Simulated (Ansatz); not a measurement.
# What a change of settings does: AlIr

First run: DFT, PBEsol, PAW with Ansatz's default frozen-core files, scalar-relativistic (Ansatz 0.2.0).

Command: `ansatz run input.yaml --threads 1 --pin off --max-ram 2048MiB --backend cpu --events-out ev --progress --plain --runs-dir out` It took 5.1 s on 1 thread of Intel(R) Xeon(R) Platinum 8259CL CPU @ 2.50GHz (Skylake/Cascade Lake), with other jobs on the host, peak memory 0.4 GiB.

```yaml
crystal:
  lattice:
    - [2.8366466939, 0.0, 0.0]
    - [0.0, 2.8366466939, 0.0]
    - [0.0, 0.0, 2.8366466939]
  atoms:
    - { symbol: Al, position: [0.0, 0.0, 0.0] }
    - { symbol: Ir, position: [0.5, 0.5, 0.5] }
kpoints:
  mp_grid: { grid: [12, 12, 12] }
  band_path:
    path:
      - [0.0, 0.0, 0.0]
      - [0.0, 0.5, 0.0]
      - [0.5, 0.5, 0.0]
      - [0.0, 0.0, 0.0]
      - [0.5, 0.5, 0.5]
      - [0.0, 0.5, 0.0]
      - [0.5, 0.5, 0.5]
      - [0.5, 0.5, 0.0]
    npoints: 6
scf:
  occupations: { method: fermi_dirac, width: 0.05 }
hamiltonian:
  xc: pbesol
  pseudopotentials: { kind: paw }
output:
  forces: true
  stress: true
  eigenvalues: true
  efg: { contact_densities: true }
  populations: true
  write_density: true
  write_potential: true
  elf: true
  volumetric_format: npy
```

The base volume is that of a database entry, with shape and atoms relaxed on PAW files at held volume, so it needn't be at zero pressure; the structure needn't be the stable phase, at rest or compressed.

This run: volume at 0.85 of the series' base cell.

It converges in 6 SCF iterations at a pressure of 55.3 GPa, cutoff 420 eV.

The input is then changed:

```diff
   xc: pbesol
-  pseudopotentials: { kind: paw }
+  pseudopotentials: { kind: paw_fr }
 output:
   populations: true
-  write_density: true
-  write_potential: true
-  elf: true
-  volumetric_format: npy
+magnetization:
+  noncollinear: true
+  spin_orbit: true
```

Predict the outcome of the changed run.

It converges in 7 SCF iterations at a pressure of 55.0 GPa, cutoff 420 eV. More than one line changes, and not each need have an effect.
